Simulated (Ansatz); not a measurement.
# Two inputs for CaGeS3O12

This input was run with Ansatz:

```yaml
crystal:
  lattice:
    - [4.4368653857, 2.5616254248, 7.16210877]
    - [-4.4368653857, 2.5616254248, 7.16210877]
    - [0.0, -5.1232508496, 7.16210877]
  atoms:
    - { symbol: Ca, position: [0.37271303, 0.37271303, 0.37271303] }
    - { symbol: Ca, position: [0.87271303, 0.87271303, 0.87271303] }
    - { symbol: Ge, position: [0.64753384, 0.64753384, 0.64753384] }
    - { symbol: Ge, position: [0.14753384, 0.14753384, 0.14753384] }
    - { symbol: S, position: [0.50884863, 0.9459543, 0.29684857] }
    - { symbol: S, position: [0.9459543, 0.29684857, 0.50884863] }
    - { symbol: S, position: [0.29684857, 0.50884863, 0.9459543] }
    - { symbol: S, position: [0.00884863, 0.79684857, 0.4459543] }
    - { symbol: S, position: [0.79684857, 0.4459543, 0.00884863] }
    - { symbol: S, position: [0.4459543, 0.00884863, 0.79684857] }
    - { symbol: O, position: [0.4900127, 0.10660956, 0.31775209] }
    - { symbol: O, position: [0.10660956, 0.31775209, 0.4900127] }
    - { symbol: O, position: [0.31775209, 0.4900127, 0.10660956] }
    - { symbol: O, position: [0.9900127, 0.81775209, 0.60660956] }
    - { symbol: O, position: [0.81775209, 0.60660956, 0.9900127] }
    - { symbol: O, position: [0.60660956, 0.9900127, 0.81775209] }
    - { symbol: O, position: [0.47308001, 0.83531159, 0.77094137] }
    - { symbol: O, position: [0.83531159, 0.77094137, 0.47308001] }
    - { symbol: O, position: [0.77094137, 0.47308001, 0.83531159] }
    - { symbol: O, position: [0.97308001, 0.27094137, 0.33531159] }
    - { symbol: O, position: [0.27094137, 0.33531159, 0.97308001] }
    - { symbol: O, position: [0.33531159, 0.97308001, 0.27094137] }
    - { symbol: O, position: [0.39555114, 0.17274584, 0.64853491] }
    - { symbol: O, position: [0.17274584, 0.64853491, 0.39555114] }
    - { symbol: O, position: [0.64853491, 0.39555114, 0.17274584] }
    - { symbol: O, position: [0.89555114, 0.14853491, 0.67274584] }
    - { symbol: O, position: [0.14853491, 0.67274584, 0.89555114] }
    - { symbol: O, position: [0.67274584, 0.89555114, 0.14853491] }
    - { symbol: O, position: [0.51067276, 0.78210143, 0.47478822] }
    - { symbol: O, position: [0.78210143, 0.47478822, 0.51067276] }
    - { symbol: O, position: [0.47478822, 0.51067276, 0.78210143] }
    - { symbol: O, position: [0.01067276, 0.97478822, 0.28210143] }
    - { symbol: O, position: [0.97478822, 0.28210143, 0.01067276] }
    - { symbol: O, position: [0.28210143, 0.01067276, 0.97478822] }
kpoints:
  mp_grid: { grid: [3, 3, 3], shift: [0.5, 0.5, 0.5] }
scf:
  occupations: { method: fermi_dirac, width: 0.02 }
hamiltonian:
  xc: pbe
  pseudopotentials: { kind: paw }
output:
  forces: true
  stress: true
  populations: true
  efg:
    quadrupole_moments_barn: { Ca: -0.0408, Ge: -0.196, S: -0.0694, O: -0.02558 }
    contact_densities: true
```

It converged. Of its output the block on the nuclei alone is shown, without the SCF iterations, energies, forces and stress (one atom of each set):

```
--- PAW observables at the nuclei: V_zz in 10²¹ V/m², potentials from the cell's mean, atoms counted from 1 ---
  atom   1  Ca V_zz =    +2.899463   η = 0.0000   by run symmetry: allowed   C_q = -2.8604 MHz
            electrostatic potential = -2212.241378 V   contact ρ = 41252.709743 e/Å³
  atom   3  Ge V_zz =    +0.140442   η = 0.0000   by run symmetry: allowed   C_q = -0.6656 MHz
            electrostatic potential = -4313.726811 V   contact ρ = 210207.842512 e/Å³
  atom   5  S  V_zz =    -4.500295   η = 0.3431   by run symmetry: allowed   C_q = +7.5519 MHz
            electrostatic potential = -1622.635488 V   contact ρ = 19753.884462 e/Å³
  atom  11  O  V_zz =   +12.541814   η = 0.1513   by run symmetry: allowed   C_q = -7.7574 MHz
            electrostatic potential = -618.657585 V   contact ρ = 2157.645958 e/Å³
  atom  17  O  V_zz =   +17.607054   η = 0.3385   by run symmetry: allowed   C_q = -10.8903 MHz
            electrostatic potential = -617.539798 V   contact ρ = 2156.924562 e/Å³
  atom  23  O  V_zz =   +12.753408   η = 0.0919   by run symmetry: allowed   C_q = -7.8883 MHz
            electrostatic potential = -618.552642 V   contact ρ = 2157.447698 e/Å³
  atom  29  O  V_zz =   +16.743569   η = 0.4794   by run symmetry: allowed   C_q = -10.3563 MHz
            electrostatic potential = -617.667543 V   contact ρ = 2157.135030 e/Å³
```

Problem. Can these gradients be trusted, and how do they compare with a run on standard settings?

Solution. They agree with the standard run. Against the standard input the change is `kpoints.mp_grid.shift`: not typed → [0.5, 0.5, 0.5]. A site carries the number of its first atom; V_zz in 10²¹ V/m².

```csv
site,atom,V_zz standard,η standard,V_zz here,η here
Ca,1,2.90,0.00,2.90,0.00
Ge,3,0.14,0.00,0.14,0.00
S,5,-4.50,0.34,-4.50,0.34
O11,11,12.54,0.15,12.54,0.15
O17,17,17.61,0.34,17.61,0.34
O23,23,12.75,0.09,12.75,0.09
O29,29,16.74,0.48,16.74,0.48
```

All printed values agree. SCF iterations: 8 and 8.

On the reference run: The largest force is 0.7 eV/Å, so the atoms aren't at the calculated equilibrium and relaxing them would move these values. A computed database structure should lie near equilibrium, so this entry is doubtful.
